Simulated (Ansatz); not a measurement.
The relaxed structure here is a generated cell of Li: the first start was made by placing the elements on the sites of a structure type, and the end was not matched to a known phase here, so it may be hypothetical. Known forms of Li include space group No. 229.

A relaxed cell of Li (Fd-3m (No. 227)), relaxed on a k-mesh at least as fine as the one used below. All values below come from r2SCAN (plane waves to 500 eV, PAW, scalar-relativistic; Ansatz, a quantum-chemistry and plane-wave program). Γ-centred k-mesh 10×10×10 on the run's cell (coarser than for final values), Fermi–Dirac smearing 0.05 eV.

```xyz
4
Lattice="0.0000 5.9260 5.9260 2.9630 2.9630 5.9260 2.9630 2.9630 0.0000" Properties=species:S:1:pos:R:3 pbc="T T T"
Li     1.4815     1.4815     1.4815
Li     1.4815     4.4445     4.4445
Li     0.0000     0.0000     0.0000
Li     2.9630     5.9260     2.9630
```

The atoms are displaced along an unstable phonon of this cell by (Å):

| atom | ux | uy | uz |
|---|---|---|---|
| Li1 | 0.063 | -0.136 | 0.000 |
| Li2 | -0.063 | 0.136 | 0.000 |
| Li3 | -0.136 | 0.063 | 0.000 |
| Li4 | 0.136 | -0.063 | 0.000 |

Task: What forces (eV/Å) and pressure result?

Result: 
```json
[
 {"atom": "Li1", "Fx": "0.08", "Fy": "-0.17", "Fz": "-0.03"},
 {"atom": "Li2", "Fx": "-0.08", "Fy": "0.17", "Fz": "-0.03"},
 {"atom": "Li3", "Fx": "-0.17", "Fy": "0.08", "Fz": "0.03"},
 {"atom": "Li4", "Fx": "0.17", "Fy": "-0.08", "Fz": "0.03"}
]
```

Pressure 0.0 GPa.

The undisplaced cell is probably no minimum: from this displacement the run went on to Cmcm (No. 63), 0.52 eV/atom below it.

No spin polarisation in the result.
